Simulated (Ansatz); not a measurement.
A distorted cell of Lu (hcp, Mg type):

```xyz
2
Lattice="3.5361 0.0000 0.0000 -1.7680 3.0623 0.0000 0.0000 0.0000 5.5073" Properties=species:S:1:pos:R:3 pbc="T T T"
Lu     0.0000     2.0415     4.1305
Lu     1.7680     1.0208     1.3768
```

Level of theory: PBE (plane waves to 420 eV, PAW, scalar-relativistic; Ansatz, a program for electronic structure). k mesh 15×15×9 (Γ-centred), Fermi-Dirac smearing 0.05 eV. The energy includes the smearing's −TS. Compression counts positive. Lu is run without spin polarisation. Lu was relaxed with its symmetry unable to fall. The PAW data are Ansatz's earlier set.

Problem. What is the stress tensor (GPa)?

Solution. 
```
   -1.1      0.0      0.0
    0.0     -1.1      0.0
    0.0      0.0     -1.1
```
The pressure, a third of the trace, is -1.1 GPa.

Problem. It is the relaxed cell scaled evenly to V/V₀ = 1.025, atoms relaxed where free. What is its energy relative to the relaxed cell?

Solution. 3 meV/atom.

(Under strain, the slope of the energy per volume gives the stress and its curvature an elastic modulus.)
